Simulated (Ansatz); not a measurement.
# Is this Zn₃Se₂S structure stable?

The cell was found from a structure generator's guess, not taken from experiment.

These are results of DFT PBE, scalar-relativistic, plane waves, PAW in Ansatz, not measurements. Plane waves to 420 eV, a 12×12×4 mesh through Γ for the 6-atom cell and 0.02 eV Gaussian smearing; no spin polarisation.

```cif
data_structure
_symmetry_space_group_name_H-M 'P3m1'
_symmetry_Int_Tables_number 156
_cell_length_a 3.9860
_cell_length_b 3.9860
_cell_length_c 9.7656
_cell_angle_alpha 90.000
_cell_angle_beta 90.000
_cell_angle_gamma 120.000
_cell_volume 134.37
loop_
_atom_site_label
_atom_site_type_symbol
_atom_site_symmetry_multiplicity
_atom_site_Wyckoff_symbol
_atom_site_fract_x
_atom_site_fract_y
_atom_site_fract_z
_atom_site_occupancy
Zn1 Zn 1 a 0.00000 0.00000 0.99049 1
Zn2 Zn 1 c 0.66667 0.33333 0.33309 1
Zn3 Zn 1 b 0.33333 0.66667 0.67604 1
Se1 Se 1 c 0.66667 0.33333 0.07966 1
Se2 Se 1 b 0.33333 0.66667 0.42170 1
S1 S 1 a 0.00000 0.00000 0.74902 1
```

Formation energies are uncorrected and refer to the elements' standard structures at the same level.

Problem. These tests were run: energy against the elements; phonons on a 2×2×1 q mesh; elastic tensor. What do they show?

Solution.

```json
{"test": "energy against the elements", "result": "−0.739 eV/atom"}
{"test": "phonons on a 2×2×1 q mesh", "result": "no imaginary mode on the mesh"}
{"test": "elastic tensor", "result": "least eigenvalue 18 GPa"}
```

It fails none of these tests. Other phases of the system weren't compared here, so this isn't yet thermodynamic stability.

The reference forms of S and Se are held partly by dispersion forces, which this level lacks. The run for the phonons used a 12×12×4 k mesh. The run for the elastic tensor used a 12×12×4 k mesh.
